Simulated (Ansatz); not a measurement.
A trial cell of Ti₃SnO₈, before relaxation:

```
CELL_PARAMETERS angstrom
3.83500 0.00000 0.00000
0.00000 3.83500 0.00000
0.00000 0.00000 9.74837
ATOMIC_POSITIONS crystal
Ti 0.50000 0.50000 0.50000
Ti 0.00000 0.50000 0.25000
Ti 0.50000 0.00000 0.75000
Sn 0.00000 0.00000 0.00000
O 0.00000 0.50000 0.45715
O 0.50000 0.00000 0.95715
O 0.00000 0.00000 0.20715
O 0.50000 0.50000 0.70715
O 0.00000 0.50000 0.04285
O 0.50000 0.00000 0.54285
O 0.00000 0.00000 0.79285
O 0.50000 0.50000 0.29285
```

All numbers below come from Ansatz 0.2.0, DFT PBE, scalar-relativistic, plane waves, PAW. Cutoff 420 eV, Gaussian smearing, Γ-centred meshes. Cell and atoms relax first on a coarse mesh and then on a converged one. In between, the cell is made exact in the group found at 0.06 Å. The steps can't lower the symmetry of their start. Collinear spin, starting moments Ti 1.0 (×3) μB; they died out on the coarse mesh, so the last step has no spin.

A guess keeps its type if space group and coordination stay and the shape of the cell changes little (axis ratios within about 15 %, angles within 6°); the volume may change.

Question: Does this structure survive the relaxation?

Answer: It keeps its type. The symmetry stays P-4m2 (No. 115). The volume per atom grows by 3.2 %, from 11.9 to 12.3 Å³. The shortest distance goes from 1.96 Å (Sn–O and Ti–O) to 1.96 Å (Ti–O). The ratio c/a of the conventional cell changes by a factor of 1.03. Counting neighbours within 15 % of an atom's shortest distance, the start has O 3, Sn 6, Ti 6 and the end O 3, Sn 6, Ti 6.

The last run used an 8×8×4 mesh (in the run's order of axes) for its 12-atom cell and Gaussian smearing of 0.02 eV. A later test with randomly moved atoms came back to the same energy, though modes that don't fit the test's cell weren't probed.
